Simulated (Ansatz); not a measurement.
CdHgSe₂ in space group P-4m2 (No. 115; Cd on 1c, Hg on 1a, Se on 2g) at seven volumes, DFT-PBEsol in the program Ansatz with PAW potentials, shape and atoms relaxed at each. One row is withheld.

```
V (Å³/atom)  P (GPa)
-----------  -------
25.914          6.13
26.768          3.72
27.622          1.70
28.476          0.00
29.331             ?
30.185         -2.61
31.039         -3.61
```

Q: Fit the shown pressures and predict the withheld one.

A: P = (3/2)B₀(x^(7/2) − x^(5/2))[1 + (3/4)(B′ − 4)(x − 1)] with x = (V₀/V)^(2/3). Least squares on the six rows gives V₀ = 28.478 Å³/atom, B₀ = 51.6 GPa, B′ = 4.86. At V = 29.331, x = 0.9805 and P = -1.42 GPa. The run itself gave -1.42 GPa.

The first step of the workflow began from a Materials Project structure, measured or hypothetical; the Crystallography Open Database copy checked does not list it. With Cd and Hg taken as one species the cell has the higher symmetry F-43m, so it may be an ordered model of a mixed-site phase. Whether it is the stable phase at ambient conditions was not checked. The PBEsol relaxation kept the symmetry of its start; of distortions, only those at the zone centre were tested. Scalar-relativistic: spin–orbit coupling is off unless named, which matters more the heavier the elements.

Potentials: the later of the program's two PAW sets.
